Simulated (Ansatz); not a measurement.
## Where the states of LaAg lie

```cif
data_structure
_symmetry_space_group_name_H-M 'Pm-3m'
_symmetry_Int_Tables_number 221
_cell_length_a 3.7600
_cell_length_b 3.7600
_cell_length_c 3.7600
_cell_angle_alpha 90.000
_cell_angle_beta 90.000
_cell_angle_gamma 90.000
_cell_volume 53.16
loop_
_atom_site_label
_atom_site_type_symbol
_atom_site_symmetry_multiplicity
_atom_site_Wyckoff_symbol
_atom_site_fract_x
_atom_site_fract_y
_atom_site_fract_z
_atom_site_occupancy
La1 La 1 b 0.50000 0.50000 0.50000 1
Ag1 Ag 1 a 0.00000 0.00000 0.00000 1
```

The runs use the primitive cell with vectors (3.760, 0.000, 0.000), (0.000, 3.760, 0.000), (0.000, 0.000, 3.760) Å, to which the k mesh refers.

The cell is COD entry 9008798, as deposited and not checked against the literature; nothing was relaxed.

Spin–orbit coupling is left out, though it moves levels of the heavy atoms by tenths of an eV or more.

These are results of DFT, PBEsol, all-electron LAPW, scalar-relativistic in Ansatz 0.2.0, not measurements.

Settings: a Γ-centred 9×9×9 k mesh, Fermi–Dirac smearing of 0.08 eV, basis error target 0.25 meV/atom, no spin polarisation.

States per eV and cell, averaged over 0.4 eV, from -5.4 to 0.8 eV, with energies (bin centres) from the Fermi level; empty bins are left out. The partial columns, the largest 3 alone, are projections on Löwdin-orthogonalised atomic shells (those that the program's projection atoms carry: the occupied ones and, for some elements, an empty d or f shell; other empty shells have no column), summed over atoms of an element. Weights on diffuse s and p shells depend on that basis and aren't pure angular character.

```json
{"E (eV)": "-5.3", "total": "1.11", "Ag 4d": "0.97", "La 5d": "0.10", "Ag 5s": "0.02"}
{"E (eV)": "-4.9", "total": "16.21", "Ag 4d": "14.94", "La 5d": "0.76", "Ag 5s": "0.14"}
{"E (eV)": "-4.5", "total": "7.49", "Ag 4d": "7.19", "La 5d": "0.11", "Ag 5s": "0.07"}
{"E (eV)": "-4.1", "total": "0.65", "Ag 4d": "0.45", "La 5d": "0.01", "Ag 5s": "0.08"}
{"E (eV)": "-3.7", "total": "0.33", "Ag 4d": "0.04", "La 5d": "0.02", "Ag 5s": "0.12"}
{"E (eV)": "-3.3", "total": "0.48", "Ag 4d": "0.03", "La 5d": "0.07", "Ag 5s": "0.19"}
{"E (eV)": "-2.9", "total": "0.83", "Ag 4d": "0.06", "La 5d": "0.21", "Ag 5s": "0.33"}
{"E (eV)": "-2.5", "total": "2.65", "Ag 4d": "0.30", "La 5d": "1.11", "Ag 5s": "0.92"}
{"E (eV)": "-2.1", "total": "0.25", "Ag 4d": "0.01", "La 5d": "0.17", "Ag 5s": "0.05"}
{"E (eV)": "-1.7", "total": "0.03", "Ag 4d": "0.00", "La 5d": "0.03", "Ag 5s": "0.00"}
{"E (eV)": "-1.3", "total": "0.49", "Ag 4d": "0.02", "La 5d": "0.31", "Ag 5s": "0.07"}
{"E (eV)": "-0.9", "total": "0.98", "Ag 4d": "0.04", "La 5d": "0.64", "Ag 5s": "0.05"}
{"E (eV)": "-0.5", "total": "1.92", "Ag 4d": "0.08", "La 5d": "1.21", "Ag 5s": "0.05"}
{"E (eV)": "-0.1", "total": "1.97", "Ag 4d": "0.10", "La 5d": "1.30", "Ag 5s": "0.05"}
{"E (eV)": "0.3", "total": "2.72", "Ag 4d": "0.14", "La 5d": "2.14", "Ag 5s": "0.04"}
{"E (eV)": "0.7", "total": "1.97", "Ag 4d": "0.06", "La 5d": "1.22", "Ag 5s": "0.05"}
```

**Question.** Which of the resolved shells contributes most within 0.3 eV of the Fermi level?

**Answer.** La 5d, with 72 % of all states there; La 6s follows with 8 %.

**Question.** Where is the centre of the filled Ag 4d states between -14 eV and the top of the filled states?

**Answer.** -4.70 eV from the Fermi level.
